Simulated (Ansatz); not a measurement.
**In3As, before and after**

The guess for In3As was made by a generator: random cell by space group and Wyckoff sites (Cmmm, No. 65). Its size is a rough estimate.

start.cif

```cif
data_structure
_symmetry_space_group_name_H-M 'P 1'
_symmetry_Int_Tables_number 1
_cell_length_a 3.2090
_cell_length_b 3.2090
_cell_length_c 9.3659
_cell_angle_alpha 90.000
_cell_angle_beta 90.000
_cell_angle_gamma 95.931
_cell_volume 95.93
loop_
_atom_site_label
_atom_site_type_symbol
_atom_site_fract_x
_atom_site_fract_y
_atom_site_fract_z
_atom_site_occupancy
In1 In 0.50000 0.50000 0.21951 1
In2 In 0.50000 0.50000 0.78049 1
In3 In 0.00000 0.00000 0.00000 1
As1 As 0.50000 0.50000 0.50000 1
```

Level of theory: Ansatz 0.2.0, DFT PBE, scalar-relativistic, plane waves, PAW. Cutoff 420 eV, Gaussian smearing, Γ-centred meshes. Cell and atoms relax first on a coarse mesh and then on a finer one. In between, the cell is made exact in the group found at 0.06 Å. In metals the finer mesh still leaves noise of several meV/atom or more. The steps can't lower the symmetry of their start. No spin polarisation.

end.cif

```cif
data_structure
_symmetry_space_group_name_H-M 'P 1'
_symmetry_Int_Tables_number 1
_cell_length_a 3.0560
_cell_length_b 3.0560
_cell_length_c 11.2258
_cell_angle_alpha 90.000
_cell_angle_beta 90.000
_cell_angle_gamma 90.000
_cell_volume 104.84
loop_
_atom_site_label
_atom_site_type_symbol
_atom_site_fract_x
_atom_site_fract_y
_atom_site_fract_z
_atom_site_occupancy
In1 In 0.50000 0.50000 0.24565 1
In2 In 0.50000 0.50000 0.75435 1
In3 In 0.00000 0.00000 0.00000 1
As1 As 0.50000 0.50000 0.50000 1
```

The symmetry goes from Cmmm (No. 65) to P4/mmm (No. 123). The volume per atom grows by 9.3 %, from 24.0 to 26.2 Å³. The shortest distance goes from 2.63 Å (In–As) to 2.86 Å (In–As). The energy falls by about 0.22 eV/atom (the start's value is from the coarse mesh).

* Volume per atom: 26.21 Å³
* Density: 6.64 g/cm³
* Formation energy: +0.12 eV/atom
* Gap on the 16×16×4 mesh of the 4-atom cell: 0 eV (a metal)

The zero of energy is the elements' standard structures at the same level; no fitted shifts are applied. A positive value: parting into the elements would lower its energy.

The last run used Gaussian smearing of 0.10 eV. The reference form of As is held partly by dispersion forces, which this level lacks. A structure relaxed within its symmetry needn't be a true minimum. In all, the 3 runs took 110 s on 1 thread of Intel(R) Xeon(R) 6975P-C (Granite Rapids) (shared host). Another cell of In3As relaxed alike, in Pm-3m (a Materials Project cell), lies 44 meV/atom lower, so this cell isn't the stable form at this level.
